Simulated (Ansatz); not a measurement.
SrGe2Ir2:
```xyz
5
Lattice="-2.0996 2.0996 5.4008 2.0996 -2.0996 5.4008 2.0996 2.0996 -5.4008" Properties=species:S:1:pos:R:3 pbc="T T T"
Sr     0.0000     0.0000     0.0000
Ge     0.0000     0.0000     3.9817
Ge     0.0000     0.0000     6.8198
Ir     2.0996     0.0000     2.7004
Ir     0.0000     2.0996     2.7004
```

Relaxed with r²SCAN. Special points in fractions of this cell's reciprocal vectors: Γ (0.000, 0.000, 0.000); X (0.000, 0.000, 0.500); P (0.250, 0.250, 0.250); N (0.000, 0.500, 0.000); M (0.500, 0.500, -0.500); S (0.288, 0.712, -0.288); S0 (-0.288, 0.288, 0.288); R (-0.076, 0.076, 0.500); G (0.500, 0.500, -0.076).

List the band energies nearest the Fermi level at these points for DFT-r²SCAN in the program Ansatz with PAW potentials.

In eV from the Fermi level; about four levels below and three above (degenerate sets whole), none deeper than 8.9 eV; points with the same levels are listed once.

| k | below | above |
|---|---|---|
| Γ | -1.64 -1.05 -0.59 -0.59 | 0.60 0.98 3.19 3.19 |
| X | -1.53 -1.51 -1.16 -1.02 | 0.95 1.10 1.97 |
| P | -1.52 -1.51 -1.11 -1.11 | 1.04 1.04 1.90 |
| N | -2.73 -2.71 -2.05 -0.92 | 1.21 2.24 2.24 |
| M | -2.78 -1.05 -0.30 -0.30 | 0.60 0.67 1.96 |
| S | -2.74 -2.56 -2.53 -2.34 | 0.43 0.67 1.25 |
| R | -1.95 -1.55 -0.90 -0.42 | 0.93 0.96 2.27 |

Space group I4/mmm. The workflow started from a Materials Project entry (that database holds measured and hypothetical structures alike); the Crystallography Open Database copy checked does not list it. Whether it is the stable phase at ambient conditions was not checked. The r²SCAN relaxation kept the symmetry of its start; its stability against distortions is not shown here. No spin polarisation was allowed. Spin–orbit coupling is left out wherever it is not named.

Potentials: the later of the program's two PAW sets.
